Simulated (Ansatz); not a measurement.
Here is the system:

In:
Space group Fd-3m, origin choice 1 (No. 227); a = b = c = 6.6144 Å, α = β = γ = 90.00°

```
atom  site  symmetry       x       y       z
----  ----  --------  ------  ------  ------
In      8b      -43m  0.5000  0.5000  0.5000
```
(The calculation used a cell of 2 atoms; values per cell refer to that cell.)

This is the r²SCAN-relaxed structure.

All from r²SCAN in the plane-wave PAW code Ansatz, unless another level is named. Estimate the bulk modulus (Birch–Murnaghan fit).

27.3 GPa.

Give the elastic constants (relaxed ions, GPa).

C11 = 19.9, C12 = 31.8, C44 = -13.6.

The start of the workflow was typed in or built on a structure type; neither database checked (COD, Materials Project) lists it. It is not the phase usual at ambient conditions (space group No. 139). Symmetry was held in the r²SCAN relaxation. At this level the phase is mechanically unstable. As this level gives no gap, shear constants depend on the k-mesh and smearing (Fermi–Dirac, 0.1 eV here).

Potentials: the later of the program's two PAW sets.
